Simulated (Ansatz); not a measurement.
An Ansatz (a program for electronic structure) run. Input:

Ansatz 0.2 input:
```yaml
crystal:
  lattice:
    - [8.3042492447, 0.0, 0.0]
    - [0.0, 3.92643848, 0.0]
    - [0.0, 0.0, 5.941574546]
  atoms:
    - { symbol: La, position: [0.1791752939, 0.25, 0.11193624] }
    - { symbol: La, position: [0.3208247061, 0.75, 0.61193624] }
    - { symbol: La, position: [0.6791752939, 0.25, 0.38806376] }
    - { symbol: La, position: [0.8208247061, 0.75, 0.88806376] }
    - { symbol: Si, position: [0.0331588153, 0.25, 0.6170232471] }
    - { symbol: Si, position: [0.4668411847, 0.75, 0.1170232471] }
    - { symbol: Si, position: [0.5331588153, 0.25, 0.8829767529] }
    - { symbol: Si, position: [0.9668411847, 0.75, 0.3829767529] }
kpoints:
  mp_grid: { grid: [5, 11, 7] }
hamiltonian:
  xc: lda
  pseudopotentials: { kind: paw }
scf:
  occupations: { method: fermi_dirac, width: 0.1 }
phonons:
  method: dfpt
  response_accuracy: low
  eigenvectors: true
  rigid_motions: translations
```

Output (shortened):

```
Pseudopotential: La, paw, valence charge 11
Pseudopotential: Si, paw, valence charge 4
Functional definition: SPW92
Crystal: 8 atoms, lattice volume = 193.732 Å³
Basis set: ecut = 420 eV, 3789 PW (Γ), exchange–correlation on 120×60×80 points (8 copies of the dense FFT grid, shifted against one another)
Bands: 38, of which v1, the nominal top of the filled ones, is band 30 counted from 1 (29 counted from 0)
Symmetry: 8 space group operations
k-points: 108 of 385 (irreducible under 2 space group operations, time reversal used)
SCF iter   1: F=—  HF=-26745.350355 eV  |F-HF|=—  |Δ(HF+E_count)|=         —  Δρ=5.36e-3  dr2=6.04e-2  ethr=1.77e-3  ⟨swp⟩=6.0  Hψ=20361  notcnv=0
preconditioner: auto → Kerker (q_TF=auto, 2.244 Å⁻¹)
SCF iter   2: F=—  HF=-26745.335313 eV  |F-HF|=—  |Δ(HF+E_count)|=   1.50e-2  Δρ=2.79e-3  dr2=1.59e-2  ethr=1.01e-4  ⟨swp⟩=3.4  Hψ=9516  notcnv=0
SCF iter   3: F=—  HF=-26745.332041 eV  |F-HF|=—  |Δ(HF+E_count)|=   3.27e-3  Δρ=5.53e-4  dr2=1.04e-3  ethr=2.65e-5  ⟨swp⟩=3.7  Hψ=7930  notcnv=0
SCF iter   4: F=—  HF=-26745.331818 eV  |F-HF|=—  |Δ(HF+E_count)|=   2.24e-4  Δρ=9.36e-5  dr2=1.40e-5  ethr=1.73e-6  ⟨swp⟩=2.0  Hψ=5390  notcnv=0
SCF iter   5: F=—  HF=-26745.331818 eV  |F-HF|=—  |Δ(HF+E_count)|=   1.76e-7  Δρ=1.77e-5  dr2=7.49e-7  ethr=2.34e-8  ⟨swp⟩=2.1  Hψ=7691  notcnv=0
SCF iter   6: F=—  HF=-26745.331818 eV  |F-HF|=—  |Δ(HF+E_count)|=   7.52e-8  Δρ=3.00e-6  dr2=2.17e-8  ethr=1.25e-9  ⟨swp⟩=2.7  Hψ=6620  notcnv=0
SCF iter   7: F=—  HF=-26745.331818 eV  |F-HF|=—  |Δ(HF+E_count)|=  1.67e-10  Δρ=6.15e-7  dr2=7.21e-10  ethr=3.61e-11  ⟨swp⟩=3.0  Hψ=7803  notcnv=0
SCF iter   8: F=—  HF=-26745.331818 eV  |F-HF|=—  |Δ(HF+E_count)|=  1.46e-11  Δρ=1.08e-7  dr2=2.63e-11  ethr=1.20e-12  ⟨swp⟩=2.3  Hψ=7359  notcnv=0
SCF iter   9: F=-26745.331818 eV  HF=-26745.331818 eV  |F-HF|=0.00e0  |Δ(HF+E_count)|=  7.28e-12  Δρ=2.23e-8  dr2=1.13e-12  ethr=1.00e-12  ⟨swp⟩=8.9  Hψ=21659  notcnv=0
SCF 1 converged in 9 iterations: F = -26745.331818 eV  dr2 = 1.13e-12
DFPT response loops at Γ: preconditioner auto → Kerker (q_TF=auto, 2.244 Å⁻¹) (partly filled bands, converged f_vac=0.000) …
SCF converged after 9 iterations
Free energy (F): -26745.331818 eV
Harris-Foulkes:  -26745.331818 eV  (|F-HF|=0.00e0)
Internal energy: -26745.108765 eV  (E = F + TS)
E sigma→0 (E₀):  -26745.220291 eV
Entropy (-TS):   -0.223052 eV (-27.882 meV/atom)
Fermi energy:    11.157325 eV
--- Per-component energies (eV) ---
  E_band       = -70.121058
  E_kinetic    = 940.714415
  E_local      = -1276.262471  (includes V_loc(G=0)·N_el)
  E_nonlocal   = 502.877261
  E_hartree    = 413.292206
  E_xc         = -778.734231
  E_vxc        = -786.004487  (∫ρ·V_xc dr)
  E_paw        = -22918.828892  (= ΣΔE_a)
  E_vpaw       = -278.030214  (= ΣTr[D̂ρ^β])
  E_aug_tail   = 0.000024  (compensation charges beyond the density's cutoff)
  E_ewald      = -3629.795264
  E_core_change = 1.628188  (= ΣΔE_core)
  E_smearing   = -0.223052  (= −TS)
  E_closure    =  0.000000  (closes the sum)
  Σ components = -26745.331818   (vs F -26745.331818, Δ=0.00e0)
  [band-id]    e_kinetic+e_local+e_nonlocal+2·e_hartree+e_vxc+e_vpaw+e_augmentation_tail = -70.121061   (vs E_band -70.121058, Δ=-2.95e-6)
--- Band table (eV; the first three rows and the last of 108) ---
  k-point 0: bands = ["-21.2740", "-21.2058", "-21.1268", "-21.0780", "-5.4876", "-5.4734", "-5.4581", "-5.1195", "-4.9419", "-4.8487", "-4.7310", "-4.6963", "-4.5203", "-4.5157", "-4.4745", "-4.4077", "1.2834", "2.3320", "5.7448", "6.2886", "7.4609", …
  k-point 1: bands = ["-21.2668", "-21.1996", "-21.1342", "-21.0844", "-5.5875", "-5.4249", "-5.3193", "-5.1915", "-4.9228", "-4.8330", "-4.7224", "-4.6826", "-4.5725", "-4.5371", "-4.4810", "-4.4227", "1.3711", "2.3016", "5.8040", "6.2447", "7.5022", …
  k-point 2: bands = ["-21.2466", "-21.1820", "-21.1549", "-21.1023", "-5.6225", "-5.3336", "-5.3289", "-5.1339", "-4.9308", "-4.7886", "-4.6993", "-4.6969", "-4.6439", "-4.5837", "-4.5197", "-4.4642", "1.5916", "2.2128", "5.9372", "6.1378", "7.7743", …
  k-point 107: bands = ["-21.1437", "-21.1385", "-21.1221", "-21.1209", "-5.4127", "-5.3800", "-5.3748", "-5.3356", "-5.0390", "-4.9916", "-4.9280", "-4.8915", "-4.7837", "-4.7591", "-4.7421", "-4.7058", "3.2732", "3.2797", "3.8423", "3.9197", "8.1427", …
--- Phonons (Γ-DFPT): 6 representative perturbations + reference, on 108 of 385 k-points (Σ response iterations 18) ---
  ASR residual: 4.243e-4 → 0.000e0 eV/Å²; symmetrization residual: 4.353e-5 eV/Å²
  ASR residual per site (eV/Å²): 4.24e-4 4.24e-4 4.24e-4 4.24e-4 2.10e-4 2.10e-4 2.10e-4 2.10e-4
  Γ frequencies (cm⁻¹): 0.00 0.00 0.00 76.87 90.93 94.08 96.48 99.17 103.16 111.14 113.12 125.28 193.85 194.09 194.16 209.52 239.04 243.86 250.55 251.28 297.13 307.04 322.13 324.40
  non-analytic LO–TO correction: not included (Born effective charges unavailable; polar crystals: no LO–TO splitting at Γ)
```

Cost: very roughly 11 core-minutes on shared cores.

Space group Pnma. The workflow started from an entry of the Crystallography Open Database (COD). Whether it is the stable phase at ambient conditions was not checked. The LDA relaxation kept the symmetry of its start; of distortions, only those at the zone centre were tested. As this level gives no gap, phonon frequencies hold no LO–TO term and depend on the k-mesh and smearing (Fermi–Dirac, 0.1 eV here). Spin–orbit coupling is left out wherever it is not named.

Potentials: the later of the program's two PAW sets.

Ansatz is a plane-wave DFT program.
